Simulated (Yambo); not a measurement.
How GW settings move the gap: Sr$_{2}$MgWO$_{6}$

G0W0@PBEsol for Sr₂MgWO₆ (space group Fm-3m, No. 225) in Yambo. Reference settings: 2×2×2 Γ-centred k mesh, bands 3 to 203 and a 7 Ry block in the screening, 203 bands in G with the Bruneval-Gonze terminator, plasmon pole fitted at 27.2 eV. The PBEsol gap Γ → X on this mesh is 2.71 eV; G0W0 gaps are taken between the same points.

```json
[
 {"change from the reference": "reference settings", "G0W0 gap Γ → X (eV)": "4.58", "shift of the valence edge (eV)": "-0.54", "rough Yambo cost": "1"},
 {"change from the reference": "135 bands in W, 135 bands in G", "G0W0 gap Γ → X (eV)": "4.63", "shift of the valence edge (eV)": "-0.45", "rough Yambo cost": "within a factor of two"},
 {"change from the reference": "87 bands in G", "G0W0 gap Γ → X (eV)": "4.63", "shift of the valence edge (eV)": "-0.51", "rough Yambo cost": "–"},
 {"change from the reference": "135 bands in G", "G0W0 gap Γ → X (eV)": "4.58", "shift of the valence edge (eV)": "-0.52", "rough Yambo cost": "–"},
 {"change from the reference": "105 bands in W", "G0W0 gap Γ → X (eV)": "4.67", "shift of the valence edge (eV)": "-0.42", "rough Yambo cost": "about 1/2"},
 {"change from the reference": "1 Ry block", "G0W0 gap Γ → X (eV)": "5.47", "shift of the valence edge (eV)": "-1.01", "rough Yambo cost": "within a factor of two"},
 {"change from the reference": "3 Ry block", "G0W0 gap Γ → X (eV)": "4.68", "shift of the valence edge (eV)": "-0.51", "rough Yambo cost": "within a factor of two"},
 {"change from the reference": "87 bands in G, no terminator", "G0W0 gap Γ → X (eV)": "4.79", "shift of the valence edge (eV)": "0.16", "rough Yambo cost": "–"},
 {"change from the reference": "135 bands in G, no terminator", "G0W0 gap Γ → X (eV)": "4.65", "shift of the valence edge (eV)": "-0.11", "rough Yambo cost": "–"},
 {"change from the reference": "no terminator", "G0W0 gap Γ → X (eV)": "4.63", "shift of the valence edge (eV)": "-0.30", "rough Yambo cost": "–"}
]
```

The reference isn't shown to be the converged limit. Costs are rough (shared machines), scaled to the same edge states, and given only for runs that recompute the screening.

Without spin-orbit coupling, band edges of such heavy elements can be off by tenths of an eV.

Geometry of the Materials Project entry, not relaxed at this level; primitive cell a = b = c = 5.678 Å, α = β = γ = 60.00°.

The structure is a Materials Project entry; no match was found in the copy of COD used, and its stability was not checked.

A shift is the quasiparticle energy of the state minus its PBEsol energy.
